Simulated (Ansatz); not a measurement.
B$_{2}$O$_{3}$ in space group P3_121 (No. 152; B on 6c, O on 6c, O on 3a), r²SCAN (plane waves, PAW; program Ansatz), all energies at zero smearing, with the estimated change up to a 700 eV cutoff added, with one set of potentials and settings (totals compare only within such a set). Cell of 15 atoms (6 B, 9 O): -6071.447 eV.

| element | reference phase | E (eV/atom) |
|---|---|---|
| B | R-3m, 12 atoms in the cell | -156.5545 |
| O | C2/m, 4 atoms in the cell, spin-polarised | -566.0346 |

Formation energy per atom, worked out: (-6071.447 − 6×(-156.5545) − 9×(-566.0346))/15 = -2.521 eV/atom (-243 kJ per mol of atoms), at 0 K, without zero-point energy or fitted corrections.

The first step of the workflow began from a Materials Project structure, measured or hypothetical; the Crystallography Open Database files this formula in space group No. 152, but the cells were not matched. Its standing as an ambient phase is unchecked. Symmetry was held in the r²SCAN relaxation; phonons on a q-mesh show no instability. The references are the lowest solids computed at this level, not always the standard phases (solids in place of the gases).

Potentials: the earlier of the program's two PAW sets.
